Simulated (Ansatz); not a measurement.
C:
```cif
data_C8
_chemical_formula_sum 'C8'
_space_group_name_H-M_alt 'Fmmm'
_space_group_IT_number 69
_space_group_name_Hall '-F 2 2'
_cell_length_a 2.45907
_cell_length_b 4.25826
_cell_length_c 7.44644
_cell_angle_alpha 90.000
_cell_angle_beta 90.000
_cell_angle_gamma 90.000
loop_
_atom_site_label
_atom_site_type_symbol
_atom_site_symmetry_multiplicity
_atom_site_Wyckoff_symbol
_atom_site_fract_x
_atom_site_fract_y
_atom_site_fract_z
_atom_site_occupancy
C1 C 8 h 0.00000 0.16667 0.00000 1
```
(The calculation used a cell of 2 atoms; values per cell refer to that cell.)

Relaxed at zero pressure with PBEsol (plane waves, PAW; program Ansatz).

Question: The volume is lowered by 6 % and shape and atoms relax at that volume. What pressure results, and how do the axes share the change?

Answer: 0.7 GPa; a -0.1 %, b -0.1 %, c -5.9 %; the energy rises by 1 meV/atom.

Question: Give the new structure.

Answer: 
Space group Fmmm (No. 69); a = 2.4574 Å, b = 4.2560 Å, c = 7.0081 Å, α = β = γ = 90.00°

```
atom  site  symmetry       x       y       z
----  ----  --------  ------  ------  ------
C       8h       m2m  0.0000  0.1667  0.0000
```

The phase is kept; no other phase was compared at this pressure.

The workflow started from an entry of the Crystallography Open Database (COD), which files this formula under 8 space groups. It is not the phase usual at ambient conditions (space group No. 194, 227). The cell was relaxed with PBEsol under the symmetry of its start; whether a distortion lowers the energy is not shown. A crystal of weakly bound layers computed without a dispersion correction: the cell and the soft elastic constants depend strongly on that.

Potentials: the later of the program's two PAW sets.
